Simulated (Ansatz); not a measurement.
Ca (fcc, Cu type)

```yaml
crystal:
  lattice:
    - [0.00000, 2.78425, 2.78425]
    - [2.78425, 0.00000, 2.78425]
    - [2.78425, 2.78425, 0.00000]
  atoms:
    - { symbol: Ca, position: [0.00000, 0.00000, 0.00000] }
```

The slice is a {100} plane (indices of the conventional cell) through the point (0.000, 0.000, 0.000) (fractional), spanned by u = [100] and v = [0 1 -1] in vectors of this cell: u (3.94 Å) and v (3.94 Å, at 90° to u). It covers one period; positions are fractions (u, v).

Computed with r2SCAN (plane waves to 500 eV, PAW, scalar-relativistic; Ansatz, a quantum-chemistry and plane-wave program). k mesh 14×14×14. Inside the PAW spheres the values are not all-electron values, and peaks at nuclei hang on which shells count as valence. Ca was relaxed with its symmetry unable to fall.

What is the ELF at the midpoint of the shortest Ca–Ca line in this plane (3.94 Å)?

0.39.

What is the valence density on the shortest Ca–Ca line in this plane (3.94 Å), at its midpoint?

0.05 e/Å³.

Sketch the valence electron density on this plane as a map.


```tsv
v \ u	0.00	0.10	0.20	0.30	0.40	0.50	0.60	0.70	0.80	0.90
0.90	0.7	0.5	-0.2	-1.0	-1.3	-1.3	-1.3	-1.0	-0.2	0.5
0.75	-0.4	-0.6	-1.0	-1.2	-1.3	-1.3	-1.3	-1.2	-1.0	-0.6
0.60	-1.3	-1.3	-1.3	-1.3	-1.3	-1.3	-1.3	-1.3	-1.3	-1.3
0.45	-1.3	-1.3	-1.3	-1.3	-1.3	-1.3	-1.3	-1.3	-1.3	-1.3
0.30	-0.9	-1.0	-1.2	-1.3	-1.3	-1.3	-1.3	-1.3	-1.2	-1.0
0.15	0.5	0.2	-0.4	-1.1	-1.3	-1.3	-1.3	-1.1	-0.4	0.2
0.00	0.8	0.7	0.1	-0.9	-1.3	-1.3	-1.3	-0.9	0.1	0.7
```

Values: log₁₀ of the valence density in e/Å³. The scale is logarithmic, as a density can span decades between atoms and voids.
